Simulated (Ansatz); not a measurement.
**Pt$_{3}$Pb: zone-centre modes under pressure**

Pt$_{3}$Pb, Pm-3m, a = 4.040 Å. The structure is a COD entry; whether it is the stable form wasn't checked. Ansatz: LDA, PAW, 420 eV, Γ-centred 10×10×10 mesh on 4 atoms, Fermi-Dirac smearing 0.15 eV; no spin polarisation. Cell and atoms are relaxed at each pressure with the symmetry kept; optical modes at Γ by linear response, in cm⁻¹, matched by rank (the highest 3 distinct ones).

| P (GPa) | V (Å³/atom) | ω1 | ω2 | ω3 |
| --- | --- | --- | --- | --- |
| 0 | 16.490 | 85.9 | 87.3 | 161.2 |
| 3 | 16.274 | ? | ? | ? |
| 10 | 15.831 | 98.3 | 100.6 | 180.6 |

Question: Get each mode's Grüneisen parameter γ = −d ln ω/d ln V from the other rows and predict the missing frequencies.

Answer: ln(V/V0) = 0.0000, -0.0132, -0.0408; a line through ln(ω/ω0) of the 2 known rows gives ω1: γ = 3.305, predicted 89.7, computed 90.0; ω2: γ = 3.476, predicted 91.4, computed 91.6; ω3: γ = 2.785, predicted 167.2, computed 167.4. The worst miss is 0.3 %, or 7 % of the shift under pressure, so a constant γ serves at that level. In a metal these frequencies hang on the mesh and smearing.

Spin–orbit coupling is left out, which can shift energies with elements as heavy as these.